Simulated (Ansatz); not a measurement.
The calculation used DFT PBE, scalar-relativistic, plane waves, PAW (Ansatz 0.2.0). Settings: cutoff 420 eV, Γ-centred meshes spaced at most about 0.3 Å⁻¹, and about 0.25 Å⁻¹ or finer for metals (2π included), Gaussian smearing. No spin polarisation in the final relaxations.

All energies are static (0 K, no zero-point motion).

Two relaxed structures of MgCd₂Se₃:

A.

```yaml
crystal:
  lattice:
    - [4.00720, 0.00000, 0.00000]
    - [-2.00360, 3.47033, 0.00000]
    - [0.00000, 0.00000, 9.81262]
  atoms:
    - { symbol: Mg, position: [0.00000, 0.00000, 0.00000] }
    - { symbol: Cd, position: [0.33333, 0.66667, 0.67043] }
    - { symbol: Cd, position: [0.66667, 0.33333, 0.32957] }
    - { symbol: Se, position: [0.00000, 0.00000, 0.50000] }
    - { symbol: Se, position: [0.33333, 0.66667, 0.15762] }
    - { symbol: Se, position: [0.66667, 0.33333, 0.84238] }
```

B.

```yaml
crystal:
  lattice:
    - [-2.00393, 2.00393, 8.52047]
    - [2.00393, -2.00393, 8.52047]
    - [2.00393, 2.00393, -8.52047]
  atoms:
    - { symbol: Mg, position: [0.50000, 0.50000, 0.00000] }
    - { symbol: Cd, position: [0.83337, 0.83337, 0.00000] }
    - { symbol: Cd, position: [0.16663, 0.16663, 0.00000] }
    - { symbol: Se, position: [0.00000, 0.00000, 0.00000] }
    - { symbol: Se, position: [0.66373, 0.66373, 0.00000] }
    - { symbol: Se, position: [0.33627, 0.33627, 0.00000] }
```

Question: Which arrangement of the elements on these sites is preferred, and by what margin?

Answer: They are level within the accuracy (3 meV/atom apart, with A the lower in these runs). The two share one framework of sites and differ in which element sits where. A has Mg and Cd ordered on rock salt sites, space group P-3m1 (No. 164), 22.7 Å³/atom and a gap of 0.19 eV on its mesh; B has Mg and Cd ordered on rock salt sites, space group I4/mmm (No. 139), 22.8 Å³/atom and no gap. Counting Se atoms around Cd and Mg (those within 1.25 times the shortest such distance or 1.15 times the sum of covalent radii), A and B both have Mg 6, Cd 6. In A, Mg has 6 Se at 2.78 Å; Cd is surrounded by 6 Se at 2.85–2.86 Å; Se on a site of symmetry -3m is surrounded by 6 Cd at 2.85 Å; 1 more site not described. In B, around Mg lie 6 Se at 2.79–2.83 Å; Cd is surrounded by 6 Se at 2.83–2.89 Å; Se on a site of symmetry 4/mmm is surrounded by 4 Mg at 2.83 Å and 2 Cd at 2.84 Å; 1 more site not described. Both come from invented guesses. A third cell relaxed alike, in P3m1, lies 111 meV/atom below the lower of the two.

Kohn–Sham gaps at this level usually fall short of measured ones. The zero gap of I4/mmm may come from the functional, which often closes small gaps. Cells relaxed within their symmetry can be saddle points.
